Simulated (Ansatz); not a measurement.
Relaxed-ion elastic tensor of Au (hcp (Mg type), P6_3/mmc) in GPa (Voigt order), the program Ansatz at the PBEsol level (PAW); density 19.20 g/cm³, 17.03 Å³ per atom.

|  | 1 | 2 | 3 | 4 | 5 | 6 |
|---|---|---|---|---|---|---|
| 1 | 214 | 165 | 140 | 0.0 | 0.0 | 0.0 |
| 2 | 165 | 214 | 140 | 0.0 | 0.0 | 0.0 |
| 3 | 140 | 140 | 238 | 0.0 | 0.0 | 0.0 |
| 4 | 0.0 | 0.0 | 0.0 | 27.2 | 0.0 | 0.0 |
| 5 | 0.0 | 0.0 | 0.0 | 0.0 | 27.2 | 0.0 |
| 6 | 0.0 | 0.0 | 0.0 | 0.0 | 0.0 | 24.1 |

Q: Is the crystal mechanically stable?

A: Yes: the smallest eigenvalue of C is 24.1 GPa.

Q: Work out the Voigt, Reuss and Hill averages.

A: K_V = 173, K_R = 173, K_H = 173; G_V = 30.4, G_R = 28.3, G_H = 29.4 GPa.

Q: Give Young's modulus, Poisson's ratio, Pugh's ratio and the universal anisotropy index.

A: E = 9KG/(3K + G) = 83.4 GPa; ν = 0.42; K/G = 5.88 (ductile by the Pugh limit of 1.75); A_U = 5G_V/G_R + K_V/K_R − 6 = 0.37.

Q: Estimate the sound speeds and the Debye temperature.

A: v_l = √((K + 4G/3)/ρ) = 3320 m/s, v_t = √(G/ρ) = 1240 m/s, mean 1400 m/s; Θ = (h/k)(3n/4πV)^(1/3) v_m = 162 K.

Q: Solve the Christoffel equation for the three sound speeds along x, y, z.

A: Eigenvalues of C_ijkl n_j n_l equal ρv². In km/s, slowest first: x 1.12, 1.19, 3.33; y 1.12, 1.19, 3.33; z 1.19, 1.19, 3.52.

Q: How much does each axis shrink under pressure?

A: Linear compressibilities β_i = Σ_j S_ij (j = 1 to 3): x 1.9, y 1.9, z 1.9 per TPa.

The workflow started from an entry of the Crystallography Open Database (COD), which files this formula under 2 space groups. It is not the phase usual at ambient conditions (space group No. 225). The cell was relaxed with PBEsol under the symmetry of its start; of distortions, only those at the zone centre were tested. As this level gives no gap, shear constants depend on the k-mesh and smearing (Fermi–Dirac, 0.1 eV here). On the denser mesh and wider smearing of the elastic run this cell carries a stress of 0.8 GPa. Scalar-relativistic: spin–orbit coupling is off unless named, which matters more the heavier the elements.

Potentials: the earlier of the program's two PAW sets.
